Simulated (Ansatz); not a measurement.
Ge2W in space group I4/mcm (No. 140; Ge on 8h, W on 4a) at seven volumes, PBE (plane waves, PAW; program Ansatz), shape and atoms relaxed at each. One row is withheld.

```tsv
V (Å³/atom)	P (GPa)
15.435	18.43
15.944	?
16.453	5.14
16.962	0.00
17.471	-4.34
17.979	-8.00
18.488	-11.07
```

Question: Fit the shown pressures and predict the withheld one.

Answer: P = (3/2)B₀(x^(7/2) − x^(5/2))[1 + (3/4)(B′ − 4)(x − 1)] with x = (V₀/V)^(2/3). Least squares on the six rows gives V₀ = 16.962 Å³/atom, B₀ = 157 GPa, B′ = 4.63. At V = 15.944, x = 1.0421 and P = 11.22 GPa. The run itself gave 11.23 GPa.

The cell is a constructed one: a structure type filled with these elements; neither database checked (COD, Materials Project) lists it. COD files the formula under space group No. 139, so this cell is another polymorph or a model. Whether it is the stable phase at ambient conditions was not checked. The PBE relaxation kept the symmetry of its start; its stability against distortions is not shown here. The run is not spin-polarised. Scalar-relativistic: spin–orbit coupling is off unless named, which matters more the heavier the elements.

Potentials: the later of the program's two PAW sets.
